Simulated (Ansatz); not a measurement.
Relaxed-ion elastic tensor of Pt3W (Cu3Au type, Pm-3m) in GPa (Voigt order), r²SCAN (plane waves, PAW; program Ansatz); density 20.86 g/cm³, 15.31 Å³ per atom.

```
 376   258   258   0.0   0.0   0.0
 258   376   258   0.0   0.0   0.0
 258   258   376   0.0   0.0   0.0
 0.0   0.0   0.0  94.7   0.0   0.0
 0.0   0.0   0.0   0.0  94.7   0.0
 0.0   0.0   0.0   0.0   0.0  94.7
```

### Question
Is the crystal mechanically stable?

### Answer
Yes: the smallest eigenvalue of C is 94.7 GPa.

### Question
Work out the Voigt, Reuss and Hill averages.

### Answer
K_V = 297, K_R = 297, K_H = 297; G_V = 80.5, G_R = 76.3, G_H = 78.4 GPa.

### Question
Give Young's modulus, Poisson's ratio, Pugh's ratio and the universal anisotropy index.

### Answer
E = 9KG/(3K + G) = 216 GPa; ν = 0.38; K/G = 3.79 (ductile by the Pugh limit of 1.75); A_U = 5G_V/G_R + K_V/K_R − 6 = 0.27.

### Question
Estimate the sound speeds and the Debye temperature.

### Answer
v_l = √((K + 4G/3)/ρ) = 4390 m/s, v_t = √(G/ρ) = 1940 m/s, mean 2190 m/s; Θ = (h/k)(3n/4πV)^(1/3) v_m = 262 K.

### Question
Give the Zener ratio and Young's modulus along [100], [110] and [111].

### Answer
A = 2C44/(C11 − C12) = 1.60; 1/E = S11 − 2(S11 − S12 − S44/2)Γ with Γ = 0, 1/4, 1/3 gives 166, 226, 257 GPa.

### Question
Solve the Christoffel equation for the three sound speeds along [100], [110], [111].

### Answer
Eigenvalues of C_ijkl n_j n_l equal ρv². In km/s, slowest first: [100] 2.13, 2.13, 4.25; [110] 1.68, 2.13, 4.44; [111] 1.84, 1.84, 4.51.

A made-up cell: these elements were put on the sites of a structure type; neither database checked (COD, Materials Project) lists it. Its standing as an ambient phase is unchecked. The r²SCAN relaxation kept the symmetry of its start; its stability against distortions is not shown here. No spin polarisation was allowed. As this level gives no gap, shear constants depend on the k-mesh and smearing (Fermi–Dirac, 0.1 eV here). Spin–orbit coupling is left out wherever it is not named.

Potentials: the earlier of the program's two PAW sets. The files were generated under PBE; for other functionals the program regenerates the frozen cores, and for LDA and PBEsol the local potential too.
